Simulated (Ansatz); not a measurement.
A relaxed cell of CdO5 is given with its symmetry left out. The cell was found from a structure generator's guess, not taken from experiment.

The calculation used Ansatz 0.2.0, DFT PBE, scalar-relativistic, plane waves, PAW. Cutoff 420 eV, Γ-centred mesh, Gaussian smearing, collinear spin.

```
CELL_PARAMETERS angstrom
4.39620 0.00000 0.00000
-2.19810 3.80722 0.00000
0.00000 0.00000 8.04682
ATOMIC_POSITIONS crystal
Cd 0.00000 0.00000 0.00000
O 0.00000 0.00000 0.57562
O 0.00000 0.00000 0.42438
O 0.50000 0.00000 0.00000
O 0.00000 0.50000 0.00000
O 0.50000 0.50000 0.00000
```

Energies over the elements count from the elements' standard structures at the same level (O₂ as a molecule), with no fitted energy shifts.

(1) What space group does it have?

(2) What is its formation energy per atom?

(3) Is it a metal?

(4) Which magnetic moments does it keep?

Results:

(1) P6/mmm (No. 191). Conventional cell: a = 4.396 Å, c = 8.047 Å. Cd has 6 O at 2.20 Å; around O on a site of symmetry 6mm lies 1 O at 1.22 Å; O on a site of symmetry mmm is surrounded by 2 Cd at 2.20 Å and 4 O at 2.20 Å.

(2) +0.52 eV/atom. A positive value: parting into the elements would lower its energy.

(3) Yes, bands cross the Fermi level on the 12×12×6 mesh.

(4) 0.51 μB per atom net, the space between the atoms included; by site: O 0.6 (×2), 0.3 (×3) μB.

The last run used collinear spin, a 12×12×6 mesh (in the run's order of axes) for its 6-atom cell and Gaussian smearing of 0.10 eV. Weakly bound directions are ill-defined at this level, which has no dispersion term. Another magnetic order may lie lower. A structure relaxed within its symmetry needn't be a true minimum.
